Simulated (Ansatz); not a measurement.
VN:
```
VN
1.0
    0.00000     2.02107     2.02107
    2.02107     0.00000     2.02107
    2.02107     2.02107     0.00000
V N
1 1
Direct
  0.00000   0.00000   0.00000
  0.50000   0.50000   0.50000
```

Relaxed with LDA.

Q: Decompose the optical modes at the zone centre into irreducible representations, and say which are infrared and Raman allowed.

A: Point group m-3m: Γ_opt = T1u. Infrared: T1u. Raman: none.

Q: Assign frequencies (DFPT, DFT-LDA in the program Ansatz with PAW potentials).

A: T1u 411 cm⁻¹.

Space group Fm-3m (rock salt). The LDA relaxation kept the symmetry of its start; of distortions, only those at the zone centre were tested. No spin polarisation was allowed. As this level gives no gap, phonon frequencies hold no LO–TO term and depend on the k-mesh and smearing (Fermi–Dirac, 0.1 eV here).

Potentials: the later of the program's two PAW sets.
